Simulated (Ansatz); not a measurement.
RbLuSe2:
```
RbLuSe2
1.0
    2.06986     1.19504     7.93341
   -2.06986     1.19504     7.93341
    0.00000    -2.39007     7.93341
Se Lu Rb
2 1 1
Direct
  0.23089   0.23089   0.23089
  0.76911   0.76911   0.76911
  0.50000   0.50000   0.50000
  0.00000   0.00000   0.00000
```

Relaxed with r²SCAN.

Question: Map the electron localisation function on the plane through (0.231, 0.231, 0.231) spanned by u = [1, 0, 0] and v = [-1, 1, 1] in lattice vectors, from plane-wave PAW r²SCAN (Ansatz code).

Answer: x is the fraction of u, y of v (the angle between them is 48°; rows are the nearest grid lines); atoms in the plane: Se at (0.00, 0.00), Se at (0.08, 0.54), Lu at (0.54, 0.27), Rb at (0.54, 0.77).
```
| .+%@@@%+.    .               .=*%%%#=. |
|+--+%@@@%=   :+##*+-            :+#%%%#+|
|%#**%%@@%+.  -*%@@%%:           .:+#%%%%|
|%%%%%%%%%#-  :#@@@@@@@*:           :=*#%|
|=*#%%%%%##+.  =%@@%*#@@@%=           .:=|
|...:-++*++-:   -%@@%  =@@@#:   .-==+=-:.|
|=:...::---:.    +@@@: .*@@@+.  :=+*##*+=|
|%%#*-:.          .+@@@%#%@@@+. .=#%%%%%%|
|%%%%%#*-.           #@@@@@@@#-  :*%%%%%%|
|*=+#%%%#*=.           :+#%%#*-  .=%@@@%*|
|*-:-+%%%#*-.            :=++=:   -#@@@%*|
|@#-..-*%%%#+:                    .=#@@@@|
|@@@%*+*#%@%#=.                    .=#%@@|
|%@@@@@@@@@@%+:......                .-*%|
|+#%@@@@@@@@%+:.:=++=.                 :+|
|  :+*%%%%%%%*:.-*@@@@#-.                |
|     .-+****=: .=%@@@@@%=.    ...       |
|         .....   :*@@@@@@#-  :=+++=-:   |
|                  :*@@@@@%+. :+*###*+-. |
|*=:                 =#%@@%*-.:+%@@@@%%%*|
|@@%#=:                .:--:..:+%@@@@@@@@|
|%@@@@%*-                     .=#@@@%#*#%|
|*%@@@@%+:                    .-#%@@#+--*|
| .+%@@@%+.    .               .=*%%%#=. |
```
Scale: ten equal steps from 0.005 (start of ' ') to 0.878 (end of '@'), in the order ' .:-=+*#%@'; x runs from 0.000 to 1.00, y from 0.000 (bottom) to 1.00 (top).

The density is the valence pseudo-density with augmentation charge, so density and ELF within about 1 Å of a nucleus are not all-electron values.

Space group R-3m. The workflow started from an entry of the Crystallography Open Database (COD, 153 K). Whether it is the stable phase at ambient conditions was not checked. The cell was relaxed with r²SCAN under the symmetry of its start; whether a distortion lowers the energy is not shown. Scalar-relativistic: spin–orbit coupling is off unless named, which matters more the heavier the elements.

Potentials: the later of the program's two PAW sets.
